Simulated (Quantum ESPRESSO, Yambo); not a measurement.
For CsScW2O8 (space group P-3m1, No. 164), Yambo gives the independent-particle static dielectric constant along x as 3.63 on PBEsol bands and 2.97 after a scissor of 2.67 eV widens every gap (3×3×2 mesh, 193 bands, 3 Ry local-field block, 0.2 eV broadening). Axes are Cartesian, with cell vectors (Å) (5.93, 0.00, 0.00), (-2.96, 5.13, 0.00), (0.00, 0.00, 8.11).

Q: A scissor keeps the position matrix elements. In a one-oscillator model, how does ε − 1 scale, and what mean transition energy do the two values imply?

A: Each transition adds |r|²/E to ε − 1, so ε − 1 ∝ 1/(E0 + Δ). Then (2.97 − 1)/(3.63 − 1) = E0/(E0 + Δ) = 0.749, and E0 = Δ(ε' − 1)/(ε − ε') = 8.0 eV. The computed Im ε, weighted by 1/E up to 20 eV, has its mean at 8.2 eV; the smallest direct PBEsol gap is 3.92 eV. The scissor comes from a G0W0 run whose convergence isn't established. Convergence of the RPA response with its 3×3×2 mesh was not tested.

Bands from Quantum ESPRESSO.

Spin-orbit coupling is not included.

Geometry of the Materials Project entry, not relaxed at this level; primitive cell a = b = 5.927 Å, c = 8.106 Å, α = β = 90.00°, γ = 120.00°.

The structure is a Materials Project entry; no match was found in the copy of COD used, and its stability was not checked.
